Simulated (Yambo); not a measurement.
K$_{2}$PtC$_{2}$: lowest vertical excitons

```
K2PtC2
1.0
    5.13834     0.00000     0.00000
   -2.56917     4.44993     0.00000
    0.00000     0.00000     5.19454
C K Pt
2 2 1
Direct
  0.00000   0.00000   0.87789
  0.00000   0.00000   0.12211
  0.33333   0.66667   0.77824
  0.66667   0.33333   0.22176
  0.00000   0.00000   0.50000
```

The geometry is that of Materials Project entry mp-976876, symmetrised and not relaxed again.

BSE in Yambo on PBEsol (Quantum ESPRESSO, PseudoDojo norm-conserving, 84 Ry, without SOC) bands: 6×6×4 mesh, 8 valence and 6 conduction bands, static screening with 66 bands and a 3 Ry block, scissor 0.88 eV, Tamm-Dancoff; field along x.

```json
[
 {"state": "1", "energy (eV)": "1.38", "states within 2 meV": "2", "relative strength": "0.42", "class": "weak", "main transitions": "several band pairs"},
 {"state": "2", "energy (eV)": "1.38", "states within 2 meV": "1", "relative strength": "< 0.01", "class": "dark", "main transitions": "VB → CB (90 %)"},
 {"state": "3", "energy (eV)": "1.45", "states within 2 meV": "1", "relative strength": "< 0.01", "class": "dark", "main transitions": "VB−1 → CB (93 %)"},
 {"state": "4", "energy (eV)": "1.66", "states within 2 meV": "2", "relative strength": "0.70", "class": "weak", "main transitions": "several band pairs"},
 {"state": "5", "energy (eV)": "1.80", "states within 2 meV": "1", "relative strength": "< 0.01", "class": "dark", "main transitions": "VB → CB (97 %)"},
 {"state": "6", "energy (eV)": "1.81", "states within 2 meV": "2", "relative strength": "0.29", "class": "weak", "main transitions": "several band pairs"}
]
```

These are vertical excitations (zero momentum); the indirect quasiparticle gap, about 1.76 eV, is smaller than the direct one (2.10 eV on the GW mesh). The direct quasiparticle gap on this mesh is 1.79 eV; counted from there, state 1 is bound by 0.42 eV. Convergence with the mesh was not shown.

States at or above the direct gap are the continuum as this mesh samples it, not bound excitons.

Spin singlets only. Strengths are relative to the strongest of the lowest states of this run; strong means a line over 3 % of the spectrum's maximum, dark under 0.03 %. Absolute energies carry the error of the G0W0 scissor, whose convergence isn't established; the long-wavelength screening was taken along (1,1,1) although the crystal is anisotropic.

Without spin-orbit coupling, band edges of such heavy elements can be off by tenths of an eV.

The structure is a Materials Project entry; no match was found in the copy of COD used, and its stability was not checked.
